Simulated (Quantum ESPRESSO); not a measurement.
# Al2In3PdWZn in 6 site orders

All numbers below are calculated, not measured. They come from Quantum ESPRESSO 7.5, a public plane-wave density functional program. Each row is one single-point run on a made-up periodic cell of eight metal atoms, with elements, volume, strain and displacements drawn at random and not relaxed, so a cell may be unstable or far from any real phase. There is no spin polarisation or spin-orbit coupling.

Settings: PBE unless stated; PseudoDojo standard norm-conserving files; Fermi-Dirac width 0.25 eV, which means electrons at about 2900 K; cutoff 1143 eV; 8 x 4 x 3 k mesh shifted half a step off Gamma. E is the free energy of the whole cell (internal energy minus TS), so a -TS column is already part of it. Stress is positive in tension, and the pressure P is minus a third of its trace.

Checks: one run of this series was repeated at a higher cutoff and on a denser mesh, which moved values by no more than 0.006 eV, 0.22 GPa and 0.015 eV/Å, and a second program with other atomic files agreed on it to 2 % rms in force and 0.5 GPa in pressure. Known limits: heavy elements are run without spin-orbit coupling, which real alloys of them have; a spin test at this wide smearing found no moment, but such smearing suppresses magnetism that the real alloy may have.

The lattice is face-centred cubic, and the cell vectors in Å are (0.000, -2.122, -2.122); (0.000, 4.245, -4.245); (8.489, 0.000, 0.000), a volume of 152.95 Å³. The runs put one composition on the same eight displaced sites in different orders. E is counted from run 1, and the rms force is over all 24 components. Nothing is relaxed, so E mixes bonding between neighbours with strain on unrelaxed sites, and it is not an ordering energy.

| run | elements on sites 1 to 8 | E (eV) | -TS (eV) | rms force (eV/Å) | largest force (eV/Å) | P (GPa) |
|---|---|---|---|---|---|---|
| 1 | In In Al Al W Pd Zn In | 0.000 | -0.831 | 0.488 | 1.31 | -3.00 |
| 2 | Al In Pd Zn W Al In In | 0.681 | -0.936 | 0.731 | 2.47 | -1.65 |
| 3 | Zn In In Al Pd Al In W | 0.523 | -0.903 | 0.614 | 2.05 | -2.42 |
| 4 | Pd In W In Zn Al In Al | 1.068 | -0.929 | 0.991 | 3.27 | -0.81 |
| 5 | Al Pd W Al Zn In In In | 0.479 | -0.894 | 0.531 | 1.47 | ? |
| 6 | In Al In W Pd Zn Al In | 0.626 | -0.950 | 0.696 | 2.01 | -1.50 |

## Worked fit

A straight line through the runs shown gives P = -3.10 + 2.11 E GPa with E in eV, an error of 0.39 on the slope and a scatter of 0.30 GPa. At this fixed volume the orders of higher energy tend to have the higher pressure.

## Withheld value

Question: what pressure should run 5 give?

The fit gives -2.09 ± 0.33 GPa. The calculation gave -2.26 GPa.
